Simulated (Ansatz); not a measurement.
Na:
```
CELL_PARAMETERS angstrom
      3.77826     0.00000     0.00000
     -1.88913     3.27207     0.00000
      0.00000     0.00000     6.10752
ATOMIC_POSITIONS crystal
  Na 0.33333 0.66667 0.25000
  Na 0.66667 0.33333 0.75000
```

Relaxed with r²SCAN. Special points in fractions of this cell's reciprocal vectors: Γ (0.000, 0.000, 0.000); M (0.500, 0.000, 0.000); K (0.333, 0.333, 0.000); A (0.000, 0.000, 0.500); L (0.500, 0.000, 0.500); H (0.333, 0.333, 0.500).

Task: List the band energies nearest the Fermi level at these points for DFT-r²SCAN in the program Ansatz with PAW potentials.

Result: In eV from the Fermi level; about four levels below and three above (degenerate sets whole), none deeper than 8.9 eV; … stands for higher levels left out; points with the same levels are listed once.

```
k        below                  above
-  -----------  ---------------------
Γ        -3.45  0.56 1.23 10.58 10.58
M            –         0.18 0.43 4.07
K            –         1.28 1.62 1.62
A  -2.35 -2.35            6.05 6.05 …
L            –    1.05 1.05 1.74 1.74
H            –    2.15 2.15 2.31 2.31
```

Space group P6_3/mmc (hcp (Mg type)). The first step of the workflow began from a Materials Project structure, measured or hypothetical; the Crystallography Open Database files this formula in space group No. 194, but the cells were not matched. It is not the phase usual at ambient conditions (space group No. 229). The cell keeps a stress of up to 0.2 GPa. Symmetry was held in the r²SCAN relaxation; of distortions, only those at the zone centre were tested.

Potentials: the later of the program's two PAW sets.
